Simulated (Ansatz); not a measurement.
GeW in space group P-6m2 (No. 187; W on 1a, Ge on 1f) at seven volumes, plane-wave PAW r²SCAN (Ansatz code), shape and atoms relaxed at each. One row is withheld.

| V (Å³/atom) | P (GPa) |
|---|---|
| 14.422 | ? |
| 14.898 | 14.44 |
| 15.373 | 6.62 |
| 15.848 | 0.00 |
| 16.324 | -5.56 |
| 16.799 | -10.38 |
| 17.275 | -14.45 |

Q: Fit the shown pressures and predict the withheld one.

A: P = (3/2)B₀(x^(7/2) − x^(5/2))[1 + (3/4)(B′ − 4)(x − 1)] with x = (V₀/V)^(2/3). Least squares on the six rows gives V₀ = 15.850 Å³/atom, B₀ = 203 GPa, B′ = 4.44. At V = 14.422, x = 1.0650 and P = 23.65 GPa. The run itself gave 23.61 GPa.

The cell is a constructed one: a structure type filled with these elements; neither database checked (COD, Materials Project) lists it. Its standing as an ambient phase is unchecked. The r²SCAN relaxation kept the symmetry of its start; whether a distortion lowers the energy is not shown. The run is not spin-polarised. Scalar-relativistic: spin–orbit coupling is off unless named, which matters more the heavier the elements.

Potentials: the later of the program's two PAW sets.
